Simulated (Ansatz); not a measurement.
The guess for Si₄N was made by a generator: random cell by space group and Wyckoff sites (Immm, No. 71). Its size is a rough estimate.

```cif
data_structure
_symmetry_space_group_name_H-M 'Immm'
_symmetry_Int_Tables_number 71
_cell_length_a 4.1697
_cell_length_b 5.5475
_cell_length_c 5.7634
_cell_angle_alpha 90.000
_cell_angle_beta 90.000
_cell_angle_gamma 90.000
_cell_volume 133.31
loop_
_atom_site_label
_atom_site_type_symbol
_atom_site_symmetry_multiplicity
_atom_site_Wyckoff_symbol
_atom_site_fract_x
_atom_site_fract_y
_atom_site_fract_z
_atom_site_occupancy
Si1 Si 4 i 0.00000 0.00000 0.22245 1
Si2 Si 4 j 0.50000 0.00000 0.36146 1
N1 N 2 c 0.00000 0.00000 0.50000 1
```

These are results of Ansatz, DFT PBE, scalar-relativistic, plane waves, PAW, not measurements. Cutoff 420 eV, Gaussian smearing, Γ-centred meshes. Cell and atoms relax first on a coarse mesh and then on a finer one. In between, the cell is made exact in the group found at 0.06 Å. In metals the finer mesh still leaves noise of several meV/atom or more. The steps can't lower the symmetry of their start. No spin polarisation in the relaxation; trial moments died out in a coarse test.

A guess keeps its type if space group and coordination stay and the shape of the cell changes little (axis ratios within about 15 %, angles within 6°); the volume may change.

Task: Does this structure survive the relaxation?

Result: It doesn't keep its type. The symmetry stays Immm (No. 71). The volume per atom grows by 32.4 %, from 13.3 to 17.6 Å³. The shortest distance goes from 1.60 Å (Si–Si) to 1.68 Å (Si–N). Counting neighbours within 15 % of an atom's shortest distance, the start has N 2, Si 1 and the end N 2, Si 1/5. In detail, at the end Si on its first site is surrounded by 1 N at 1.68 Å, 2 Si at 2.42 Å and 2 Si at 2.64 Å; Si on its second site has 3 Si at 2.36–2.42 Å, 2 Si at 2.64 Å and 2 N at 2.85 Å; around N lie 2 Si at 1.68 Å and 4 Si at 2.85 Å.

```cif
data_structure
_symmetry_space_group_name_H-M 'Immm'
_symmetry_Int_Tables_number 71
_cell_length_a 4.4224
_cell_length_b 5.1866
_cell_length_c 7.6949
_cell_angle_alpha 90.000
_cell_angle_beta 90.000
_cell_angle_gamma 90.000
_cell_volume 176.50
loop_
_atom_site_label
_atom_site_type_symbol
_atom_site_symmetry_multiplicity
_atom_site_Wyckoff_symbol
_atom_site_fract_x
_atom_site_fract_y
_atom_site_fract_z
_atom_site_occupancy
Si1 Si 4 i 0.50000 0.50000 0.78159 1
Si2 Si 4 j 0.00000 0.50000 0.34689 1
N1 N 2 c 0.50000 0.50000 0.00000 1
```

The last run used a 12×12×12 mesh for its 5-atom cell and Gaussian smearing of 0.10 eV. A structure relaxed within its symmetry needn't be a true minimum.

In counts of neighbours, a slash parts the counts of unlike sites.
